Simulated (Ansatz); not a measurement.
Ti: energy along a strain

Ti, Im-3m, a = 3.282 Å (as given, not relaxed at this level: -6.7 GPa). This isn't the element's structure at ambient conditions. Ansatz: PBEsol, PAW, 420 eV, Γ-centred 20×20×20 mesh on 1 atom, Gaussian smearing 0.15 eV; no spin polarisation. Cell vectors (Å): -1.641 1.641 1.641; 1.641 -1.641 1.641; 1.641 1.641 -1.641. The cell is strained by x per cent times the pattern (1 1 0 0 0 0) in the order xx yy zz yz xz xy (engineering shears), with fractional coordinates held. y is the free energy over the start, V0 = 17.676 Å³/atom.

| x (%) | y (meV/atom) |
| --- | --- |
| -6.00 | ? |
| -4.50 | -21.80 |
| -3.00 | -25.11 |
| -1.50 | -17.46 |
| 0.00 | 0.00 |
| 1.50 | 26.25 |
| 3.00 | 60.37 |
| 4.50 | 101.50 |
| 5.25 | 124.46 |
| 6.00 | 148.94 |

Task: Fit y = c1 x + c2 x² + c3 x³ to the other rows, get the stiffness along the pattern, and predict the missing energy.

Result: Least squares on the rows shown. y = 14.639 x + 1.9680 x² − 0.045498 x³. The clamped-ion stiffness p·C·p = 2 × 19.68 eV × 160.2 / 17.676 Å³ = 357 GPa (second derivative at the start, which stands under stress). At x = -6.00 the fit asked for gives -7.16 meV/atom. The run gave -6.32 meV/atom, so the fit is 0.84 meV/atom too low, 0.48 % of the span of the series, against an rms of 0.08 meV/atom on the fitted rows. The row lies outside the fitted range. With a term in x⁴ added, a fit to the same known rows predicts -6.30 meV/atom, so most of the miss is curvature that the known rows already hold.